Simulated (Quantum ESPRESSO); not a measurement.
pw.x input (Quantum ESPRESSO 7.5; LDA, PseudoDojo standard norm-conserving files, scalar-relativistic):

```
&CONTROL
  calculation = 'scf'
  pseudo_dir = './pseudo'
  outdir = './out'
  tprnfor = .true.
  tstress = .true.
/
&SYSTEM
  ibrav = 0
  nat = 6
  ntyp = 2
  ecutwfc = 90.0
  ecutrho = 360.0
  occupations = 'smearing'
  smearing = 'fd'
  degauss = 0.002
  nbnd = 31
/
&ELECTRONS
  conv_thr = 6e-10
/
ATOMIC_SPECIES
P 30.9738 P.upf
Fe 55.8450 Fe.upf
CELL_PARAMETERS angstrom
  4.918220000000   0.000000000000   0.000000000000
  0.000000000000   5.627030000000   0.000000000000
  0.000000000000   0.000000000000   2.715370000000
ATOMIC_POSITIONS crystal
P   0.329000000000   0.869400000000   0.500000000000
P   0.671000000000   0.130600000000   0.500000000000
P   0.829000000000   0.630600000000   0.000000000000
P   0.171000000000   0.369400000000   0.000000000000
Fe   0.500000000000   0.500000000000   0.500000000000
Fe   0.000000000000   0.000000000000   0.000000000000
K_POINTS automatic
6 6 10 0 0 0
```

End of the output:

```

[...]
     the Fermi energy is    13.4759 ev
!    total energy              =    -556.93396196 Ry
     estimated scf accuracy    <          1.3E-10 Ry
     smearing contrib. (-TS)   =      -0.00000224 Ry
     internal energy E=F+TS    =    -556.93395972 Ry
     The total energy is F=E-TS. E is the sum of the following terms:
     one-electron contribution =    -322.60227573 Ry
     hartree contribution      =     189.96557196 Ry
     xc contribution           =     -87.23752089 Ry
     ewald contribution        =    -337.05973506 Ry
     convergence has been achieved in  13 iterations
     Forces acting on atoms (cartesian axes, Ry/au):
     atom    1 type  1   force =    -0.00660741   -0.01046246    0.00000000
     atom    2 type  1   force =     0.00660741    0.01046246    0.00000000
     atom    3 type  1   force =    -0.00660741    0.01046246   -0.00000000
     atom    4 type  1   force =     0.00660741   -0.01046246   -0.00000000
     atom    5 type  2   force =     0.00000000    0.00000000    0.00000000
     atom    6 type  2   force =     0.00000000    0.00000000    0.00000000
     Total force =     0.024748     Total SCF correction =     0.000004
     Computing stress (Cartesian axis) and pressure
          total   stress  (Ry/bohr**3)                   (kbar)     P=      -75.09
  -0.00043326   0.00000000   0.00000000          -63.73        0.00        0.00
   0.00000000  -0.00061291   0.00000000            0.00      -90.16        0.00
   0.00000000   0.00000000  -0.00048514            0.00        0.00      -71.37
```
In a gapped system the printed Fermi energy is only some level inside the gap.

Geometry of the Materials Project entry, not relaxed at this level.

The runs are not spin-polarised; magnetic order was not tried.
